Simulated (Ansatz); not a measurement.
**Profile along the Sr–Tl line in SrTl (CsCl type)**

SrTl (CsCl type)

```xyz
2
Lattice="3.9488 0.0000 0.0000 0.0000 3.9488 0.0000 0.0000 0.0000 3.9488" Properties=species:S:1:pos:R:3 pbc="T T T"
Sr     0.0000     0.0000     0.0000
Tl     1.9744     1.9744     1.9744
```

Fields along a shortest Sr–Tl line of a {110} plane (3.42 Å), from Sr to Tl, interpolated on the slice's grid (step about 0.3 Å). Computed with LDA (plane waves to 420 eV, PAW, scalar-relativistic; Ansatz, a first-principles code). k mesh 12×12×12. These are valence fields of a PAW run, semicore shells included where kept as valence: close to a nucleus they are smooth pseudo fields. Spin-orbit coupling is left out, though Tl is heavy. SrTl was relaxed with its symmetry unable to fall.

```json
[
 {"distance from Sr (Å)": "0.00", "valence electron density (e/Å³)": "1.09", "electron localisation function": "x"},
 {"distance from Sr (Å)": "0.17", "valence electron density (e/Å³)": "1.60", "electron localisation function": "x"},
 {"distance from Sr (Å)": "0.34", "valence electron density (e/Å³)": "2.56", "electron localisation function": "x"},
 {"distance from Sr (Å)": "0.51", "valence electron density (e/Å³)": "2.66", "electron localisation function": "0.75"},
 {"distance from Sr (Å)": "0.68", "valence electron density (e/Å³)": "1.95", "electron localisation function": "0.86"},
 {"distance from Sr (Å)": "0.85", "valence electron density (e/Å³)": "1.08", "electron localisation function": "0.85"},
 {"distance from Sr (Å)": "1.03", "valence electron density (e/Å³)": "0.51", "electron localisation function": "0.65"},
 {"distance from Sr (Å)": "1.20", "valence electron density (e/Å³)": "0.23", "electron localisation function": "0.30"},
 {"distance from Sr (Å)": "1.37", "valence electron density (e/Å³)": "0.13", "electron localisation function": "0.10"},
 {"distance from Sr (Å)": "1.54", "valence electron density (e/Å³)": "0.10", "electron localisation function": "0.09"},
 {"distance from Sr (Å)": "1.71", "valence electron density (e/Å³)": "0.11", "electron localisation function": "0.19"},
 {"distance from Sr (Å)": "1.88", "valence electron density (e/Å³)": "0.14", "electron localisation function": "0.31"},
 {"distance from Sr (Å)": "2.05", "valence electron density (e/Å³)": "0.21", "electron localisation function": "0.37"},
 {"distance from Sr (Å)": "2.22", "valence electron density (e/Å³)": "0.35", "electron localisation function": "0.36"},
 {"distance from Sr (Å)": "2.39", "valence electron density (e/Å³)": "0.63", "electron localisation function": "0.38"},
 {"distance from Sr (Å)": "2.56", "valence electron density (e/Å³)": "1.20", "electron localisation function": "0.39"},
 {"distance from Sr (Å)": "2.74", "valence electron density (e/Å³)": "2.24", "electron localisation function": "0.30"},
 {"distance from Sr (Å)": "2.91", "valence electron density (e/Å³)": "3.86", "electron localisation function": "0.13"},
 {"distance from Sr (Å)": "3.08", "valence electron density (e/Å³)": "5.94", "electron localisation function": "x"},
 {"distance from Sr (Å)": "3.25", "valence electron density (e/Å³)": "8.07", "electron localisation function": "x"},
 {"distance from Sr (Å)": "3.42", "valence electron density (e/Å³)": "9.10", "electron localisation function": "x"}
]
```

x: too close to a nucleus for the ELF to mean much.

Density on the Sr–Tl line (3.42 Å) at its density minimum, 1.6 Å from Sr: 0.10 e/Å³. ELF at that point: 0.1.
